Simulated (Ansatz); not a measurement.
A geometry of PtSe2 away from equilibrium: step 3 of the relaxation of a generated cell, PtSe2 built in the cotunnite structure type. Computed with PBE (plane waves to 420 eV, PAW, scalar-relativistic; Ansatz, a quantum-chemistry and plane-wave program). Γ-centred k-mesh 3×5×3 on the run's cell (coarser than for final values), Fermi–Dirac smearing 0.05 eV. The plane waves were selected for a different cell earlier on the path.

```yaml
crystal:
  lattice:
    - [6.94271, 0.00000, 0.00000]
    - [0.00000, 4.09605, 0.00000]
    - [0.00000, 0.00000, 8.29211]
  atoms:
    - { symbol: Pt, position: [0.73512, 0.25000, 0.56149] }
    - { symbol: Pt, position: [0.23512, 0.25000, 0.93851] }
    - { symbol: Pt, position: [0.26488, 0.75000, 0.43851] }
    - { symbol: Pt, position: [0.76488, 0.75000, 0.06149] }
    - { symbol: Se, position: [0.63012, 0.25000, 0.89343] }
    - { symbol: Se, position: [0.13012, 0.25000, 0.60657] }
    - { symbol: Se, position: [0.36988, 0.75000, 0.10657] }
    - { symbol: Se, position: [0.86988, 0.75000, 0.39343] }
    - { symbol: Se, position: [0.47204, 0.25000, 0.34366] }
    - { symbol: Se, position: [0.97204, 0.25000, 0.15634] }
    - { symbol: Se, position: [0.52796, 0.75000, 0.65634] }
    - { symbol: Se, position: [0.02796, 0.75000, 0.84366] }
```

Q: What forces act on the atoms (eV/Å)?

A: 
| atom | Fx | Fy | Fz |
|---|---|---|---|
| Pt1 | 0.09 | 0.00 | -0.64 |
| Pt2 | 0.09 | 0.00 | 0.64 |
| Pt3 | -0.09 | 0.00 | 0.64 |
| Pt4 | -0.09 | 0.00 | -0.64 |
| Se5 | -0.36 | 0.00 | 0.34 |
| Se6 | -0.36 | 0.00 | -0.34 |
| Se7 | 0.36 | 0.00 | -0.34 |
| Se8 | 0.36 | 0.00 | 0.34 |
| Se9 | -0.30 | 0.00 | 0.35 |
| Se10 | -0.30 | 0.00 | -0.35 |
| Se11 | 0.30 | 0.00 | -0.35 |
| Se12 | 0.30 | 0.00 | 0.35 |

The path ends in Cmce (No. 64). No spin polarisation in the result. No dispersion correction is included, so spacings between layers, chains or molecules are soft and tend to come out too large.

The run could not lose the symmetry of its start, so the end can be a saddle point.

The end of the path is a generated cell of PtSe2: the first start was made by placing the elements on the sites of a structure type, and the end was not matched to a known phase here, so it may be hypothetical. Known forms of PtSe2 include space group No. 164.
